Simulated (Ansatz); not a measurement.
What settings do to one calculation: Cu started on a Mg site in zincblende MgS, 16 atoms, charge 0

Ansatz (PAW, plane waves), atoms fixed. The base input:

```yaml
crystal:
  lattice:
    - [11.303065, 0.000000, 0.000000]
    - [0.000000, 5.651533, 0.000000]
    - [0.000000, 0.000000, 5.651533]
  atoms:
    - { symbol: Mg, position: [0.011249, 0.040486, 0.988509] }
    - { symbol: Mg, position: [0.499758, 0.982163, 0.991212] }
    - { symbol: Mg, position: [0.243993, 0.534799, 0.016876] }
    - { symbol: Mg, position: [0.741673, 0.496716, 0.015873] }
    - { symbol: Mg, position: [0.247291, 0.979428, 0.532096] }
    - { symbol: Mg, position: [0.740890, 0.981164, 0.505505] }
    - { symbol: Mg, position: [0.991400, 0.477180, 0.486114] }
    - { symbol: S, position: [0.131681, 0.258036, 0.264207] }
    - { symbol: S, position: [0.626292, 0.247625, 0.243280] }
    - { symbol: S, position: [0.374367, 0.725950, 0.252105] }
    - { symbol: S, position: [0.882548, 0.708177, 0.262049] }
    - { symbol: S, position: [0.385794, 0.258315, 0.741289] }
    - { symbol: S, position: [0.885164, 0.229829, 0.737638] }
    - { symbol: S, position: [0.135432, 0.720325, 0.749817] }
    - { symbol: S, position: [0.618189, 0.752445, 0.765619] }
    - { symbol: Cu, position: [0.491837, 0.493001, 0.505499], spin: 1 }
  symmetry: { detect: false }
kpoints:
  mp_grid: { grid: [1, 1, 1], shift: [0.25, 0.25, 0.25] }
hamiltonian:
  xc: pbesol
magnetization:
  spin_polarized: true
scf:
  occupations: { method: fermi_dirac, width: 0.01 }
output:
  forces: true
  eigenvalues: true
  stress: true
  populations: true
```

Command:

```sh
ansatz run in.yaml --threads 2 --pin off --max-ram 30400MiB --runs-dir r --events-out ev --progress --plain
```

It converged in 18 iterations and 14 s of wall time on a shared host; largest force component 2.13 eV/Å, pressure 0.30 GPa. The cutoff was the default, 420 eV. The base isn't a converged reference: it has few k points, and its atoms are unrelaxed. Each run below changes the keys shown and caps the iterations.

```
run                                                           changed         ending  iterations  free energy less the base (meV per atom)  rms change of forces (eV/Å)  change of pressure (GPa)  wall time (s, shared host)
  1    width 0.03 eV, max_iter 80, k points a 1×1×2 mesh centred on Γ      converged          21                                      17.3                        0.186                      0.12                     9.9 CPU
  2                                           xc revpbe, max_iter 100      converged          17                                other zero                        0.118                      3.03                      12 CPU
  3                           max_iter 90, k points the Γ point alone      converged          23                                     147.4                        0.204                      1.16                     9.7 CPU
  4                          xc_grid 2 (2 is the default), max_iter 6  not converged           –                                         –                            –                         –                           –
  5             occupations tetrahedron, max_iter 4, dispersion rvv10        refused           –                                         –                            –                         –                           –
  6   dr2_threshold 1e-12, ecutwfc 180 eV, accuracy high, max_iter 60      converged          21                                    3962.4                        0.193                      0.21                     4.9 CPU
  7                    max_iter 6, k points a 2×2×2 mesh centred on Γ  not converged           –                                         –                            –                         –                           –
  8  dispersion d3bjatm, mixing beta 1.5, ecutwfc 400 eV, max_iter 80        refused           –                                         –                            –                         –                           –
  9                         xc_grid 2 (2 is the default), max_iter 70      converged          18                                       0.0                        0.000                      0.00                      12 CPU
 10                                     n_extra_bands 4, max_iter 100      converged          18                                       0.0                        0.000                      0.00                     9.7 CPU
```

«Other zero»: another functional, charge or dispersion term moves the zero of energy, so the difference says nothing of accuracy.

Problem. Which changes leave the result alone, and which of the same physical model moves the forces most?

Solution. The forces move by under 0.002 eV/Å in runs 9, 10. Run 3 (max_iter 90, k points the Γ point alone) moves them most among the runs with the same functional, charge and dispersion term, by 0.204 eV/Å.

Problem. Why did some runs give no result?

Solution. - run 4: did not converge after 6 iterations: magnetization_residual = 5.80e-2 (threshold 1.00e-7), under the density mixer `msr1`, which `scf.mixing.algorithm: auto` chose by the deck's other keys (type `scf.mixing.algorithm: msr1` to keep it);
- run 5: inconsistent input (hamiltonian.dispersion, hamiltonian.xc): `dispersion: rvv10` has no transferable b for PBE exchange — Sabatini et al. (2013) fitted b=6.3 to rPW86, and the PBE refits of Peng & Perdew (2017) are task-dependent (b=6.6 S22 / b=10.0 layered). …
- run 7: did not converge after 6 iterations: magnetization_residual = 1.51e-1 (threshold 1.00e-7), under the density mixer `msr1`, which `scf.mixing.algorithm: auto` chose by the deck's other keys (type `scf.mixing.algorithm: msr1` to keep it);
- run 8: invalid value for `scf.mixing.beta`: must be finite and in (0, 1]; got 1.5
